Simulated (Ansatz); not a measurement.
Ge₂Sb₂Te₅:
```
Ge2Sb2Te5
1.0
    4.19783     0.00000     0.00000
   -2.09891     3.63542     0.00000
    0.00000     0.00000    16.64584
Ge Sb Te
2 2 5
Direct
  0.33333   0.66667   0.89923
  0.66667   0.33333   0.10077
  0.00000   0.00000   0.68131
  0.00000   0.00000   0.31869
  0.00000   0.00000   0.00000
  0.66667   0.33333   0.80070
  0.33333   0.66667   0.19930
  0.33333   0.66667   0.57820
  0.66667   0.33333   0.42180
```

Relaxed with LDA.

### Question
Decompose the optical modes at the zone centre into irreducible representations, and say which are infrared and Raman allowed.

### Answer
Point group -3m: Γ_opt = 4A1g + 4A2u + 4Eg + 4Eu. Infrared: A2u, Eu. Raman: A1g, Eg.

### Question
Assign frequencies (DFPT, LDA (plane waves, PAW; program Ansatz)).

### Answer
Eu 22, Eg 34, A1g 49, Eu 53, A2u 68, Eg 81, A1g 102, A2u 103, Eu 107, Eg 110, Eu 114, A2u 121, Eg 122, A1g 162, A1g 169, A2u 170 cm⁻¹.

Space group P-3m1. The LDA relaxation kept the symmetry of its start; of distortions, only those at the zone centre were tested. A crystal of weakly bound layers computed without a dispersion correction: the cell and the soft elastic constants depend strongly on that. As this level gives no gap, phonon frequencies hold no LO–TO term and depend on the k-mesh and smearing (Fermi–Dirac, 0.1 eV here). Spin–orbit coupling is left out wherever it is not named.

Potentials: the later of the program's two PAW sets.
